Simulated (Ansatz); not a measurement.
Si₂Mo (MoSi2 or CaC2 type), relaxed with PBEsol (Ansatz, a first-principles code, plane waves, PAW): a = 3.190 Å, b = 3.190 Å, c = 7.821 Å, α = 90.00°, β = 90.00°, γ = 90.00°.

```
Quantity              Value
--------------------  -----
ΔH_f (eV/atom)        -0.60
B₀ by P(V) fit (GPa)    218
```

Q: The same phase is relaxed and computed with r²SCAN in the same code. What are the cell and these values now?

A: a = b = 3.202 Å, c = 7.819 Å, α = β = γ = 90.00°.

- ΔH_f (eV/atom) = -0.47
- B₀ by P(V) fit (GPa) = 217

All cells were relaxed under the symmetry of their starts (and spin orders); stability against distortions was not tested throughout. Rows with no word on spin ran without spin polarisation. Spin–orbit coupling is left out wherever it is not named.

Potentials: the later of the program's two PAW sets.

Ansatz is a plane-wave DFT program.

Formation energies count from the lowest solids of the elements computed at the same level, not from gases.
